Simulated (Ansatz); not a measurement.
## Two-dimensional strain map in TaRu

Method: DFT r2SCAN, scalar-relativistic, plane waves, PAW in Ansatz. The runs took a 500 eV cutoff, a Γ-centred 16×16×16 mesh and Gaussian smearing (0.15 eV). Spin–orbit coupling is left out, which can shift energies with elements as heavy as these. No spin polarisation. Energies are free energies at this smearing, counted from the undisturbed cell; pressure is positive in compression.

The undisturbed cell (as given, not relaxed at this level; it stands at -7.6 GPa, and it needn't be the usual structure):

```
Ta Ru
1.0
     3.18700    0.00000    0.00000
     0.00000    3.18700    0.00000
     0.00000    0.00000    3.18700
Ta Ru
1 1
Direct
  0.50000 0.50000 0.50000
  0.00000 0.00000 0.00000
```

The cell is strained by p along both x and y and by q along z, fractional coordinates fixed. Points are written (p, q).

Energy above the undisturbed cell in meV/atom (a dash: not computed):

```
 p \ q  -0.030  -0.015  0.000  0.015  0.030
-0.030    39.2    14.4   -6.8  -23.2  -33.7
-0.015    -1.1    -8.8  -13.8  -16.2  -14.8
 0.000   -16.7   -10.5    0.0   12.2   26.2
 0.015    -7.9     8.9   31.8   57.8   84.9
 0.030    23.5    49.0   81.3  118.5  157.8
```

Pressure in GPa:

```
 p \ q  -0.030  -0.015  0.000  0.015  0.030
-0.030    18.6    13.4    8.7    4.4    0.3
-0.015     8.7     4.1    0.0   -3.9   -7.5
 0.000     0.1    -3.9   -7.6  -11.0  -14.1
 0.015    -7.3   -10.9  -14.1  -17.1  -19.8
 0.030   -13.8   -16.9  -19.7  -22.3  -24.6
```